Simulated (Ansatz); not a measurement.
Ansatz (an electronic-structure program) input:

Ansatz 0.2 input:
```yaml
crystal:
  lattice:
    - [3.2981354182, 0.0, 0.0]
    - [0.0, 3.2981354182, 0.0]
    - [0.0, 0.0, 7.2997888868]
  atoms:
    - { symbol: Zr, position: [0.0, 0.5, 0.6906770194] }
    - { symbol: Zr, position: [0.5, 0.0, 0.3093229806] }
    - { symbol: Si, position: [0.5, 0.5, 0.0] }
    - { symbol: Si, position: [0.0, 0.0, 0.0] }
    - { symbol: O, position: [0.0, 0.5, 0.3901635977] }
    - { symbol: O, position: [0.5, 0.0, 0.6098364023] }
kpoints:
  mp_grid: { grid: [9, 9, 4] }
  band_path:
    path:
      - [[0.0, 0.0, 0.0], [0.0, 0.5, 0.0], [0.5, 0.5, 0.0], [0.0, 0.0, 0.0], [0.0, 0.0, 0.5], [0.0, 0.5, 0.5], [0.5, 0.5, 0.5], [0.0, 0.0, 0.5]]  # Γ-X-M-Γ-Z-R-A-Z
      - [[0.0, 0.5, 0.0], [0.0, 0.5, 0.5]]  # X-R
      - [[0.5, 0.5, 0.0], [0.5, 0.5, 0.5]]  # M-A
    npoints: 8
hamiltonian:
  xc: r2scan
  pseudopotentials: { kind: paw }
magnetization: { noncollinear: true, spin_orbit: true }
scf:
  n_extra_bands: 12
  convergence: { dr2_threshold: 0.0000000001 }
  occupations: { method: gaussian, width: 0.05 }
output: { eigenvalues: true }
```

Output (shortened):

```
Pseudopotential: Zr, paw_fr, valence charge 12
Pseudopotential: Si, paw_fr, valence charge 4
Pseudopotential: O, paw_fr, valence charge 6
Functional definition: r2SCAN
non-collinear run that drives no moment, with spin-orbit …
Crystal: 6 atoms, lattice volume = 79.405 Å³
Basis set: ecut = 500 eV, 1995 PW (Γ), exchange–correlation on 100×100×216 points (64 copies of the dense FFT grid, shifted against one another)
Bands: 56, of which v1, the nominal top of the filled ones, is band 44 counted from 1 (43 counted from 0)
Symmetry: 16 space group operations + 16 with time reversal
k-points: 45 of 324
Projection manifold: j_resolved (fully-relativistic pseudo-atomic orbitals)
SCF iter   1: F=—  HF=-10809.726559 eV  |F-HF|=—  |Δ(HF+E_count)|=         —  Δρ=1.48e-1  dr2=6.42e1  dr2_τ=1.49e-1  dr2_m=0.00e0 (ungated)  ethr=3.10e-3  |M|=0.00e0 ∫|m|=0.00e0 μB  |m|>n=0.0e0 m-floor=0.0e0 τ_xc=0.0e0  β_m=0.30  ⟨swp⟩=7.4  Hψ=6973  notcnv=0  defer=18
preconditioner: auto → Kerker (q_TF=auto, 2.473 Å⁻¹)
spin=Noncollinear: Kerker preconditioning applied to the charge; magnetization (m_x, m_y, m_z) channels mix plain (no charge-response kernel on spin).
SCF iter   2: F=—  HF=-10805.408393 eV  |F-HF|=—  |Δ(HF+E_count)|=    4.32e0  Δρ=6.30e-2  dr2=2.64e1  dr2_τ=6.51e-2  dr2_m=0.00e0 (ungated)  ethr=3.10e-3  |M|=0.00e0 ∫|m|=0.00e0 μB  |m|>n=0.0e0 m-floor=0.0e0 τ_xc=0.0e0  β_m=0.28  ⟨swp⟩=3.8  Hψ=2501  notcnv=0  defer=228
preconditioner: auto → none
SCF iter   3: F=—  HF=-10801.408554 eV  |F-HF|=—  |Δ(HF+E_count)|=    4.00e0  Δρ=3.92e-2  dr2=1.90e0  dr2_τ=7.84e-2  dr2_m=0.00e0 (ungated)  ethr=3.10e-3  |M|=0.00e0 ∫|m|=0.00e0 μB  |m|>n=0.0e0 m-floor=0.0e0 τ_xc=0.0e0  β_m=0.32  ⟨swp⟩=4.5  Hψ=3039  notcnv=0  defer=268
SCF iter   4: F=—  HF=-10801.293291 eV  |F-HF|=—  |Δ(HF+E_count)|=   1.15e-1  Δρ=1.98e-2  dr2=3.32e-1  dr2_τ=2.78e-3  dr2_m=0.00e0 (ungated)  ethr=3.10e-3  |M|=0.00e0 ∫|m|=0.00e0 μB  |m|>n=0.0e0 m-floor=0.0e0 τ_xc=0.0e0  β_m=0.50  ⟨swp⟩=3.3  Hψ=2214  notcnv=0  defer=260
SCF iter   5: F=—  HF=-10801.338387 eV  |F-HF|=—  |Δ(HF+E_count)|=   4.51e-2  Δρ=7.34e-3  dr2=1.00e-1  dr2_τ=7.95e-4  dr2_m=0.00e0 (ungated)  ethr=7.55e-4  |M|=0.00e0 ∫|m|=0.00e0 μB  |m|>n=0.0e0 m-floor=0.0e0 τ_xc=0.0e0  β_m=0.56  ⟨swp⟩=3.3  Hψ=2295  notcnv=0  defer=260
SCF iter   6: F=—  HF=-10801.329502 eV  |F-HF|=—  |Δ(HF+E_count)|=   8.89e-3  Δρ=2.50e-3  dr2=5.34e-3  dr2_τ=2.88e-5  dr2_m=0.00e0 (ungated)  ethr=2.28e-4  |M|=0.00e0 ∫|m|=0.00e0 μB  |m|>n=0.0e0 m-floor=0.0e0 τ_xc=0.0e0  β_m=0.78  ⟨swp⟩=3.1  Hψ=1765  notcnv=0  defer=260
SCF iter   7: F=—  HF=-10801.330106 eV  |F-HF|=—  |Δ(HF+E_count)|=   6.05e-4  Δρ=6.93e-4  dr2=4.25e-4  dr2_τ=1.19e-5  dr2_m=0.00e0 (ungated)  ethr=1.21e-5  |M|=0.00e0 ∫|m|=0.00e0 μB  |m|>n=0.0e0 m-floor=0.0e0 τ_xc=0.0e0  β_m=0.73  ⟨swp⟩=2.0  Hψ=2006  notcnv=0  defer=254
SCF iter   8: F=—  HF=-10801.330044 eV  |F-HF|=—  |Δ(HF+E_count)|=   6.20e-5  Δρ=3.06e-4  dr2=9.36e-5  dr2_τ=8.94e-7  dr2_m=0.00e0 (ungated)  ethr=9.66e-7  |M|=0.00e0 ∫|m|=0.00e0 μB  |m|>n=0.0e0 m-floor=0.0e0 τ_xc=0.0e0  β_m=0.86  ⟨swp⟩=2.2  Hψ=1484  notcnv=0  defer=254
SCF iter  12: F=-10801.329908 eV  HF=-10801.329908 eV  |F-HF|=2.00e-11  |Δ(HF+E_count)|=  1.09e-10  Δρ=2.11e-7  dr2=2.76e-11  dr2_τ=8.70e-13  dr2_m=0.00e0 (ungated)  ethr=1.00e-12  |M|=0.00e0 ∫|m|=0.00e0 μB  |m|>n=0.0e0 m-floor=0.0e0 τ_xc=0.0e0  ⟨swp⟩=11.1  Hψ=6061  notcnv=0
SCF 1 converged in 12 iterations: F = -10801.329908 eV  dr2 = 2.76e-11
NSCF: frozen V_eff on 75 k-points
SCF converged after 12 iterations
Magnetization: |M| = 0.0000 μB,  M = (+0.0000, +0.0000, +0.0000) μB
Absolute magnetization: 0.0000 μB (∫|m|)
  site 0: m = (+0.0000, +0.0000, +0.0000) μB, |m| = 0.0000 μB  (R = 0.90 Å)
  site 1: m = (+0.0000, +0.0000, +0.0000) μB, |m| = 0.0000 μB  (R = 0.90 Å)
  site 2: m = (+0.0000, +0.0000, +0.0000) μB, |m| = 0.0000 μB  (R = 0.96 Å)
  site 3: m = (+0.0000, +0.0000, +0.0000) μB, |m| = 0.0000 μB  (R = 0.96 Å)
  site 4: m = (+0.0000, +0.0000, +0.0000) μB, |m| = 0.0000 μB  (R = 0.90 Å)
  site 5: m = (+0.0000, +0.0000, +0.0000) μB, |m| = 0.0000 μB  (R = 0.90 Å)
Free energy (F): -10801.329908 eV
Harris-Foulkes:  -10801.329908 eV  (|F-HF|=2.00e-11)
Internal energy: -10801.328608 eV  (E = F + TS)
E sigma→0 (E₀):  -10801.329258 eV
Entropy (-TS):   -0.001300 eV (-0.217 meV/atom)
Fermi energy:    14.738166 eV
--- Per-component energies (eV) ---
  E_band       = -136.883044
  E_kinetic    = 1106.270022
  E_local      = -2249.163354  (includes V_loc(G=0)·N_el)
  E_nonlocal   = 301.636678
  E_hartree    = 820.979197
  E_xc         = -567.481508
  E_vxc        = -741.160487  (∫ρ·V_xc dr)
  E_paw        = -7288.919402  (= ΣΔE_a)
  E_vpaw       = -238.649651  (= ΣTr[D̂ρ^β])
  E_aug_tail   = 0.002081  (compensation charges beyond the density's cutoff)
  E_vtau       = 42.223496  (kinetic-family band-sum trace: ∫τ·v_τ [+ j·A + Jᵃ·Aᵃ] dr)
  E_ewald      = -2924.105760
  E_core_change = -0.546561  (= ΣΔE_core)
  E_smearing   = -0.001300  (= −TS)
  E_closure    =  0.000000  (closes the sum)
  Σ components = -10801.329908   (vs F -10801.329908, Δ=0.00e0)
  [band-id]    e_kinetic+e_local+e_nonlocal+2·e_hartree+e_vxc+e_vpaw+e_augmentation_tail+e_vtau = -136.882820   (vs E_band -136.883044, Δ=2.23e-4)
--- Band table (eV; the first three rows and the last of 45) ---
  k-point 0: bands = ["-37.2828", "-37.2828", "-37.2559", "-37.2559", "-15.8211", "-15.8211", "-15.6675", "-15.6675", "-14.2250", "-14.2250", "-13.9701", "-13.9701", "-13.8914", "-13.8914", "-13.8332", "-13.8332", "-6.7425", "-6.7425", "-6.3454", "-6.3454", …
  k-point 1: bands = ["-37.2827", "-37.2827", "-37.2561", "-37.2561", "-15.8177", "-15.8177", "-15.6706", "-15.6706", "-14.2196", "-14.2196", "-13.9773", "-13.9773", "-13.8911", "-13.8911", "-13.8336", "-13.8336", "-6.7331", "-6.7331", "-6.3455", "-6.3455", …
  k-point 2: bands = ["-37.2825", "-37.2825", "-37.2563", "-37.2563", "-15.8141", "-15.8141", "-15.6739", "-15.6739", "-14.2139", "-14.2139", "-13.9847", "-13.9847", "-13.8907", "-13.8907", "-13.8340", "-13.8340", "-6.7236", "-6.7236", "-6.3456", "-6.3456", …
  k-point 44: bands = ["-37.1999", "-37.1999", "-37.1991", "-37.1991", "-15.9105", "-15.9105", "-15.9070", "-15.9070", "-14.2675", "-14.2675", "-14.2453", "-14.2453", "-14.1520", "-14.1520", "-14.1298", "-14.1298", "-6.4066", "-6.4066", "-6.3967", "-6.3967", …
```

Cost: around 3 core-minutes (rough) on shared cores.

Space group P4/nmm. The first step of the workflow began from a Materials Project structure, measured or hypothetical; the Crystallography Open Database copy checked does not list it. Whether it is the stable phase at ambient conditions was not checked. Symmetry was held in the r²SCAN relaxation; whether a distortion lowers the energy is not shown. No spin polarisation was allowed.

Potentials: the later of the program's two PAW sets.

Ansatz is a plane-wave DFT program.
